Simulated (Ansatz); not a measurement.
CdTe:
```
CELL_PARAMETERS angstrom
      4.52302     0.00000     0.00000
     -2.26151     3.91705     0.00000
      0.00000     0.00000    10.26318
ATOMIC_POSITIONS crystal
  Cd 0.50040 0.00000 0.66667
  Cd 0.00000 0.50040 0.33333
  Cd 0.49960 0.49960 0.00000
  Te 0.50026 0.00000 0.16667
  Te 0.00000 0.50026 0.83333
  Te 0.49974 0.49974 0.50000
```

This is the PBEsol-relaxed structure.

### Question
All from PBEsol in the plane-wave PAW code Ansatz, unless another level is named. Estimate the band gap.

### Answer
0.10 eV (indirect).

### Question
And the smallest direct gap on the standard path?

### Answer
0.17 eV.

### Question
Next, the conduction-band minimum?

### Answer
at Γ.

### Question
Next, the gap with spin–orbit coupling?

### Answer
none (metallic).

### Question
And the valence-band maximum?

### Answer
at A.

Space group P6_222. The start of the workflow was typed in or built on a structure type; neither database checked (COD, Materials Project) lists it. It is not the phase usual at ambient conditions (space group No. 216). Symmetry was held in the PBEsol relaxation; of distortions, only those at the zone centre were tested. Point labels and valley counts follow the cell and symmetry of the run, lower than the named group. Spin–orbit coupling is left out wherever it is not named.

Potentials: the later of the program's two PAW sets.
